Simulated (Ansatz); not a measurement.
Harmonic vibrational thermodynamics of Zn (fcc (Cu type), space group No. 225) at fixed volume, DFT-PBEsol in the program Ansatz with PAW potentials. The rows extrapolate the 0 K crystal and know nothing of melting or changes of phase.

```
T (K)  F_vib (meV/atom)  S (J/K per mol of atoms)  C_V (J/K per mol of atoms)
-----  ----------------  ------------------------  --------------------------
50                 21.0                       ___                         ___
100                 ___                       ___                        19.5
200                 ___                       ___                        23.4
300               -48.5                      41.3                        24.2
400               -95.1                      48.3                        24.5
600              -206.3                      58.3                        24.8
800              -334.9                      65.4                        24.8
1000             -476.5                      71.0                        24.9
```

Problem. Fill in the missing entries.

Solution. 
- 50, C_V (J/K per mol of atoms): 11.1
- 50, S (J/K per mol of atoms): 5.7
- 200, F_vib (meV/atom): -10.5
- 200, S (J/K per mol of atoms): 31.6
- 100, F_vib (meV/atom): 15.2
- 100, S (J/K per mol of atoms): 16.5

Space group Fm-3m (fcc (Cu type)). The workflow started from a Materials Project entry (that database holds measured and hypothetical structures alike); the Crystallography Open Database copy checked does not list it. It is not the phase usual at ambient conditions (space group No. 194). The PBEsol relaxation kept the symmetry of its start. At this level the phase is mechanically unstable.

Potentials: the later of the program's two PAW sets.
